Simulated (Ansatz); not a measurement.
## Relaxing a structure of SiC

The start is a generated cell, SiC built in the wurtzite structure type. The cell and all atomic positions are relaxed at zero pressure with PBE (plane waves to 420 eV, PAW, scalar-relativistic; Ansatz, a quantum-chemistry and plane-wave program). The first steps use a coarse 9×9×5 k-mesh.

Input geometry:
```
CELL_PARAMETERS angstrom
      3.07691     0.00000     0.00000
     -1.53846     2.66469     0.00000
      0.00000     0.00000     5.03927
ATOMIC_POSITIONS crystal
  Si 0.66667 0.33333 0.00000
  Si 0.33333 0.66667 0.50000
  C  0.66667 0.33333 0.62520
  C  0.33333 0.66667 0.12520
```

### Question
How much energy is released per atom?

### Answer
2 meV/atom.

### Question
How does the volume change?

### Answer
+1.7 %, from 10.33 to 10.50 Å³/atom.

### Question
How do the shortest distances between atoms change?

### Answer
The closest pairs of elements (up to four, under 3.6 Å), start → end: C–Si 1.89 → 1.89 Å; Si–Si 3.08 → 3.09 Å; C–C 3.08 → 3.09 Å.

### Question
Is the relaxed structure metallic? Give its gap.

### Answer
2.31 eV, indirect (valence top at Γ, conduction bottom at K) (no spin-orbit coupling).

### Question
What does it relax into? Give the structure.

### Answer

```cif
data_C2Si2
_chemical_formula_sum 'Si2 C2'
_space_group_name_H-M_alt 'P63mc'
_space_group_IT_number 186
_space_group_name_Hall 'P 6c -2c'
_cell_length_a 3.09195
_cell_length_b 3.09195
_cell_length_c 5.07427
_cell_angle_alpha 90.000
_cell_angle_beta 90.000
_cell_angle_gamma 120.000
loop_
_atom_site_label
_atom_site_type_symbol
_atom_site_symmetry_multiplicity
_atom_site_Wyckoff_symbol
_atom_site_fract_x
_atom_site_fract_y
_atom_site_fract_z
_atom_site_occupancy
Si1 Si 2 b 0.66667 0.33333 0.00052 1
C1 C 2 b 0.33333 0.66667 0.12468 1
```

The space group stays P6₃mc (No. 186) (the run could not lower it); the end is wurtzite type, with 4 atoms in the primitive cell. Final values are on a 12×12×7 k-mesh of the relaxed cell. No spin polarisation in the result.

The run could not lose the symmetry of its start.
